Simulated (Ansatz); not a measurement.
The start is a relaxed Ta2C cell, doubled along one cell vector, shaken by Gaussian noise of σ = 0.08 Å a coordinate. The structure is fully relaxed (lattice and positions, P = 0) with PBEsol (plane waves to 420 eV, PAW, scalar-relativistic; Ansatz, a program for electronic structure). The first steps use a coarse 9×9×6 k-mesh.

Starting cell:
```
Ta2C
1.0
   -1.40360     1.40360     5.01726
    1.40360    -1.40360     5.01726
    2.80720     2.80720   -10.03451
C Ta
2 4
Cartesian
  0.07325   0.08457  -0.14255
  1.43571   1.42571  -4.83888
  0.01739   0.07100   6.37526
  1.47659   1.39735   1.26739
 -0.05832  -0.05958   3.89837
  1.35455   1.51956  -1.32356
```

| Item | Value |
|---|---|
| Relative to the parent | It does not go back: it reaches P-3m1 (No. 164), AFLOW prototype AB2_hP3_164_a_d (C6, as in CdI2), 0.86 eV/atom below the parent |
| Shortest distances (start → end) | The closest pairs of elements (up to four, under 3.6 Å), start → end: C–Ta 2.21 → 2.18 Å; Ta–Ta 2.48 → 3.02 Å; C–C 2.76 → 3.09 Å |
| Band gap at the end | no gap (metallic) |
| Optimiser moves | 40 |

It ends as:

Space group P-3m1 (No. 164); a = b = 3.095 Å, c = 4.922 Å, α = β = 90.00°, γ = 120.00°

```tsv
atom	site	symmetry	x	y	z
C	1b	-3m.	0.0000	0.0000	0.5000
Ta	2d	3m.	0.6667	0.3333	0.2470
```

Final values are on a 17×17×10 k-mesh of the relaxed cell. The start holds a very short contact (Ta–C 2.21 Å). No spin polarisation in the result.

Of the parent cell (I4/mmm (No. 139)): it is a generated cell of Ta2C: the first start was made by placing the elements on the sites of a structure type, and the end was not matched to a known phase here, so it may be hypothetical. Known forms of Ta2C include space group No. 164.

The first start was generated by placing the elements on the sites of a structure type. A measured structure of Ta2C has the same space group, P-3m1 (No. 164); the sites were not compared with it.
